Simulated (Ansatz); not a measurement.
The relaxed structure here is a generated cell of CdTe: the first start was made by placing the elements on the sites of a structure type, and the end was not matched to a known phase here, so it may be hypothetical. Known forms of CdTe include space group No. 216.

A relaxed structure of CdTe. Space group Pccm (No. 49). Level of theory: PBE (plane waves to 420 eV, PAW, scalar-relativistic; Ansatz, a quantum-chemistry and plane-wave program).

```cif
data_Cd4Te4
_chemical_formula_sum 'Cd4 Te4'
_space_group_name_H-M_alt 'P 1'
_space_group_IT_number 1
_cell_length_a 4.59554
_cell_length_b 7.77743
_cell_length_c 8.66417
_cell_angle_alpha 90.000
_cell_angle_beta 90.000
_cell_angle_gamma 90.000
loop_
_space_group_symop_operation_xyz
  'x, y, z'
loop_
_atom_site_label
_atom_site_type_symbol
_atom_site_fract_x
_atom_site_fract_y
_atom_site_fract_z
_atom_site_occupancy
Cd1 Cd 0.50000 0.00000 0.00000 1
Cd2 Cd 0.50000 0.00000 0.50000 1
Cd3 Cd 0.00000 0.50000 0.25000 1
Cd4 Cd 0.00000 0.50000 0.75000 1
Te1 Te 0.09103 0.25753 0.00000 1
Te2 Te 0.90897 0.25753 0.50000 1
Te3 Te 0.90897 0.74247 0.00000 1
Te4 Te 0.09103 0.74247 0.50000 1
```

* **Volume per atom**: 38.71 Å³
* **Band gap**: 0.03 eV, direct at Γ (no spin-orbit coupling)
* **Shortest distances**: Cd–Te 2.75 Å
* **k-mesh**: 10×6×6

Band energies at high-symmetry points (eV from the VBM; labels of this space group; no spin-orbit coupling), from −5 eV up to 5.0 eV:

```
point                                                                                                                       energies
-----  -----------------------------------------------------------------------------------------------------------------------------
Γ      -4.71 -4.39 -3.95 -2.45 -1.40 -1.34 -1.29 -0.59 -0.28 -0.21 -0.08 0.00 0.03 0.33 1.46 2.98 3.28 3.86 4.16 4.55 4.61 4.75 4.90
X               -4.02 -3.99 -3.89 -3.57 -3.35 -2.24 -2.18 -2.02 -1.05 -0.85 -0.53 -0.27 1.80 1.88 1.98 2.08 2.19 2.83 4.18 4.63 4.85
S               -4.20 -3.96 -3.85 -2.83 -2.39 -2.28 -2.12 -1.99 -1.41 -1.35 -1.11 -0.29 1.61 1.63 1.70 2.29 2.45 2.48 3.34 4.48 4.61
Y               -4.22 -3.58 -3.37 -2.95 -2.73 -2.52 -1.07 -0.71 -0.69 -0.64 -0.40 -0.40 1.83 1.86 2.14 2.23 2.77 3.40 3.58 4.40 4.66
Z          -4.50 -4.50 -3.13 -3.13 -1.76 -1.76 -0.94 -0.94 -0.34 -0.34 -0.19 -0.19 0.95 0.95 1.60 1.60 3.66 3.66 4.51 4.51 4.76 4.76
U          -3.94 -3.94 -3.87 -3.87 -2.51 -2.51 -2.08 -2.08 -1.25 -1.25 -0.58 -0.58 1.91 1.91 2.35 2.35 2.46 2.46 4.39 4.39 4.59 4.59
R          -4.17 -4.17 -2.80 -2.80 -2.67 -2.67 -1.94 -1.94 -1.46 -1.46 -1.13 -1.13 1.49 1.49 2.25 2.25 2.70 2.70 3.87 3.87 4.63 4.63
T          -3.76 -3.76 -3.01 -3.01 -2.31 -2.31 -1.92 -1.92 -0.67 -0.67 -0.54 -0.54 2.44 2.44 2.68 2.68 3.34 3.34 3.52 3.52 5.00 5.00
```

No spin polarisation in the result. Spin-orbit coupling is missing; with elements this heavy it can move band edges by tenths of an eV or more.

The run could not lose the symmetry of its start, so the end can be a saddle point.

It was reached from a disturbed copy of a P4₂/mmc (No. 131) cell, against which it lies -0.04 eV/atom.
